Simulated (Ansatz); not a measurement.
LiCl:
```cif
data_Cl4Li4
_chemical_formula_sum 'Li4 Cl4'
_space_group_name_H-M_alt 'Fm-3m'
_space_group_IT_number 225
_space_group_name_Hall '-F 4 2 3'
_cell_length_a 4.96414
_cell_length_b 4.96414
_cell_length_c 4.96414
_cell_angle_alpha 90.000
_cell_angle_beta 90.000
_cell_angle_gamma 90.000
loop_
_atom_site_label
_atom_site_type_symbol
_atom_site_symmetry_multiplicity
_atom_site_Wyckoff_symbol
_atom_site_fract_x
_atom_site_fract_y
_atom_site_fract_z
_atom_site_occupancy
Li1 Li 4 a 0.00000 0.00000 0.00000 1
Cl1 Cl 4 b 0.50000 0.50000 0.50000 1
```
(The calculation used a cell of 2 atoms; values per cell refer to that cell.)

Relaxed with LDA.

Question: Give the optical modes at the zone centre with their infrared and Raman activity from DFPT, the program Ansatz at the LDA level (PAW).

Answer: Transverse frequencies, without the LO–TO term; a row sums one degenerate level.

```
ω (cm⁻¹)  degeneracy  IR ((D/Å)²/amu)  Raman (Å⁴/amu)  activity  symmetry
--------  ----------  ---------------  --------------  --------  --------
228                3            16.17               0        IR       T1u
```

Question: How high does the top mode go among those that the LO–TO term moves?

Answer: 413 cm⁻¹ for q along x.

The LDA relaxation kept the symmetry of its start; phonons on a q-mesh show no instability.

Potentials: the later of the program's two PAW sets.
